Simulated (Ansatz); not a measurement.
One crystal and one scan (energy over volume and axial ratio) at two levels, r2SCAN+rVV10 (plane waves to 500 eV, PAW, scalar-relativistic; Ansatz, a first-principles code) and PBE-D3(BJ) (plane waves to 420 eV, PAW, scalar-relativistic; Ansatz), each from its own relaxed cell and on its own mesh. The cell shown is that of r2SCAN+rVV10.

SnO (litharge type, space group P4/nmm)

```yaml
crystal:
  lattice:
    - [3.79339, 0.00000, 0.00000]
    - [0.00000, 3.79339, 0.00000]
    - [0.00000, 0.00000, 4.76431]
  atoms:
    - { symbol: Sn, position: [0.50000, 0.00000, 0.24059] }
    - { symbol: Sn, position: [0.00000, 0.50000, 0.75941] }
    - { symbol: O, position: [0.00000, 0.00000, 0.00000] }
    - { symbol: O, position: [0.50000, 0.50000, 0.00000] }
```

The relaxed cell is deformed in two ways at once: its volume V is scaled, and at that volume it is stretched along z (the c axis of the conventional cell) so that c/a changes. Fractional atomic positions are held.

E stands for the smeared free energy. SnO was relaxed with its symmetry unable to fall. As the atoms are clamped, bonds stretch with the cell, which overstates energies and stresses. With partly filled bands, the response to shear is sensitive to the k mesh, so small differences along c/a are uncertain. Percentages come from the unrounded values.

Results of r2SCAN+rVV10:

| Property | Result |
|---|---|
| Lattice constant a (Å) | 3.793 |
| Lattice constant c (Å) | 4.764 |
| Relaxed volume (Å³/atom) | 17.14 |
| Modulus against c/a change at fixed volume, (3/4V)·∂²E/∂(ln c/a)² (fit, atoms clamped) (GPa) | 42 |

### Question
What does PBE-D3(BJ) give for the same quantities?

### Answer
```tsv
quantity	PBE-D3(BJ)	r2SCAN+rVV10 − PBE-D3(BJ)
Lattice constant a (Å)	3.837	-0.044 (-1.1 %)
Lattice constant c (Å)	4.759	+0.005 (+0.1 %)
Relaxed volume (Å³/atom)	17.52	-0.38 (-2.1 %)
Modulus against c/a change at fixed volume, (3/4V)·∂²E/∂(ln c/a)² (fit, atoms clamped) (GPa)	37	+5 (+14 %)
```

r2SCAN+rVV10 gives the higher value for: modulus against c/a change at fixed volume. r2SCAN+rVV10 gives the lower value for: lattice constant a; relaxed volume. They agree on: lattice constant c (within 0.2 %). (r2SCAN+rVV10) At this level the bands of SnO touch or barely overlap; measurements give the solid a gap. (PBE-D3(BJ)) At this level the bands of SnO touch or barely overlap; measurements give the solid a gap.

(Under strain, the slope of the energy per volume gives the stress and its curvature an elastic modulus.)
